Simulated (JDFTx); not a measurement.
An input for a modified build of JDFTx (Cu(100), linear PCM (GLSSA13), water, 1 M NaF; bohr, hartree) and the course of its log:

```
lattice \
  4.7802984669 0.0000000000 0.0000000000 \
  0.0000000000 4.7802984669 0.0000000000 \
  0.0000000000 0.0000000000 43.8416460913
coords-type Lattice
ion Cu 0.0000000000 0.0000000000 -0.1541995690 0
ion Cu 0.5000000000 0.5000000000 -0.0770997840 0
ion Cu 0.0000000000 0.0000000000 0.0000000000 0
ion Cu 0.5000000000 0.5000000000 0.0770997840 0
ion Cu 0.0000000000 0.0000000000 0.1541995690 0
ion-species pseudo/cu_pbe_v1.2.upf
elec-cutoff 25 125
elec-ex-corr gga-PBE
coulomb-interaction Slab 001
coulomb-truncation-embed 0 0 0
kpoint-folding 8 8 1
elec-smearing Fermi 0.01
elec-n-bands 61
target-mu -0.141117
electronic-scf nIterations 100 energyDiffThreshold 1e-07
fluid LinearPCM
pcm-variant GLSSA13
fluid-solvent H2O
fluid-cation Na+ 1
fluid-anion F- 1
fluid-minimize nIterations 400 knormThreshold 1e-11
wavefunction read f0.wfns
elec-initial-eigenvals f0.eigenvals
elec-initial-fillings read f0.fillings
fluid-initial-state f0.fluidState
dump-name f0_u0.$VAR
dump End State Ecomponents EigStats BandEigs Forces ElecDensity IonicPositions Fillings Kpoints Dtot FluidDebug BoundCharge FluidDensity
```

```
[one cycle in 5 is shown, and the last three; fluid-solver lines are left out]
	FillingsUpdate:  mu: -0.141117000  nElectrons: 95.809732
SCF: Cycle:  0   G: -995.397155577930789   dG: +3.840e-01   |Residual|: 8.362e-02   |deigs|: 1.683e-06
	FillingsUpdate:  mu: -0.141117000  nElectrons: 95.133980
SCF: Cycle:  5   G: -995.776755678028167   dG: -2.100e-02   |Residual|: 9.306e-03   |deigs|: 2.615e-03
	FillingsUpdate:  mu: -0.141117000  nElectrons: 95.057066
SCF: Cycle: 10   G: -995.781710092478761   dG: -5.479e-04   |Residual|: 2.082e-03   |deigs|: 5.859e-04
	FillingsUpdate:  mu: -0.141117000  nElectrons: 95.060753
SCF: Cycle: 15   G: -995.781722748997026   dG: -7.125e-06   |Residual|: 9.054e-04   |deigs|: 7.701e-04
	FillingsUpdate:  mu: -0.141117000  nElectrons: 95.059212
SCF: Cycle: 20   G: -995.781726785251863   dG: -1.265e-08   |Residual|: 9.204e-05   |deigs|: 1.373e-04
	FillingsUpdate:  mu: -0.141117000  nElectrons: 95.058757
SCF: Cycle: 25   G: -995.781726856017940   dG: +1.980e-09   |Residual|: 1.298e-05   |deigs|: 1.142e-04
	FillingsUpdate:  mu: -0.141117000  nElectrons: 95.058842
SCF: Cycle: 30   G: -995.781726871778119   dG: -2.924e-07   |Residual|: 4.351e-05   |deigs|: 1.907e-05
	FillingsUpdate:  mu: -0.141117000  nElectrons: 95.058847
SCF: Cycle: 35   G: -995.781726872698869   dG: -6.709e-09   |Residual|: 1.034e-05   |deigs|: 1.370e-05
	FillingsUpdate:  mu: -0.141117000  nElectrons: 95.060520
SCF: Cycle: 40   G: -995.781724951650858   dG: +1.927e-06   |Residual|: 1.761e-04   |deigs|: 3.450e-05
	FillingsUpdate:  mu: -0.141117000  nElectrons: 95.058292
SCF: Cycle: 45   G: -995.781726637680663   dG: +2.368e-07   |Residual|: 1.015e-04   |deigs|: 1.953e-05
	FillingsUpdate:  mu: -0.141117000  nElectrons: 95.059399
SCF: Cycle: 50   G: -995.781726705373330   dG: +1.774e-07   |Residual|: 6.049e-05   |deigs|: 1.004e-05
	FillingsUpdate:  mu: -0.141117000  nElectrons: 95.058849
SCF: Cycle: 55   G: -995.781726874600281   dG: -3.489e-07   |Residual|: 5.352e-05   |deigs|: 1.960e-05
	FillingsUpdate:  mu: -0.141117000  nElectrons: 95.059651
SCF: Cycle: 60   G: -995.781726463666814   dG: +4.178e-07   |Residual|: 9.238e-05   |deigs|: 1.660e-05
	FillingsUpdate:  mu: -0.141117000  nElectrons: 95.058898
SCF: Cycle: 65   G: -995.781726880998121   dG: -2.167e-07   |Residual|: 2.905e-05   |deigs|: 1.290e-05
	FillingsUpdate:  mu: -0.141117000  nElectrons: 95.059879
SCF: Cycle: 70   G: -995.781726313554600   dG: +5.614e-07   |Residual|: 1.014e-04   |deigs|: 2.163e-05
	FillingsUpdate:  mu: -0.141117000  nElectrons: 95.059589
SCF: Cycle: 75   G: -995.781726535223015   dG: +3.426e-07   |Residual|: 8.000e-05   |deigs|: 1.662e-05
	FillingsUpdate:  mu: -0.141117000  nElectrons: 95.058962
SCF: Cycle: 80   G: -995.781726882971839   dG: -3.695e-08   |Residual|: 2.197e-05   |deigs|: 4.175e-06
	FillingsUpdate:  mu: -0.141117000  nElectrons: 95.059370
SCF: Cycle: 85   G: -995.781726737833878   dG: +1.407e-07   |Residual|: 4.957e-05   |deigs|: 1.170e-05
	FillingsUpdate:  mu: -0.141117000  nElectrons: 95.058912
SCF: Cycle: 90   G: -995.781726879451867   dG: -3.334e-07   |Residual|: 5.148e-05   |deigs|: 1.794e-05
	FillingsUpdate:  mu: -0.141117000  nElectrons: 95.058868
SCF: Cycle: 95   G: -995.781726875230447   dG: -1.068e-06   |Residual|: 5.585e-05   |deigs|: 2.828e-05
	FillingsUpdate:  mu: -0.141117000  nElectrons: 95.058902
SCF: Cycle: 97   G: -995.781726881845657   dG: -2.187e-07   |Residual|: 3.086e-05   |deigs|: 1.500e-05
	FillingsUpdate:  mu: -0.141117000  nElectrons: 95.059388
SCF: Cycle: 98   G: -995.781726721654195   dG: +1.602e-07   |Residual|: 5.310e-05   |deigs|: 1.152e-05
	FillingsUpdate:  mu: -0.141117000  nElectrons: 95.058876
SCF: Cycle: 99   G: -995.781726877292385   dG: -1.556e-07   |Residual|: 3.753e-05   |deigs|: 1.241e-05
SCF: None of the convergence criteria satisfied after 100 iterations.
IonicMinimize: Iter:   0  G: -995.781726877292385  |grad|_K:  0.000e+00
IonicMinimize: Converged (|grad|_K<1.000000e-04).
```

This run gave no converged result. The loop ran out of cycles short of its threshold. It has stalled and not diverged: the last ten energies span 1e-06 Ha, so the total is near its end, but levels, forces and the electron count aren't shown converged.
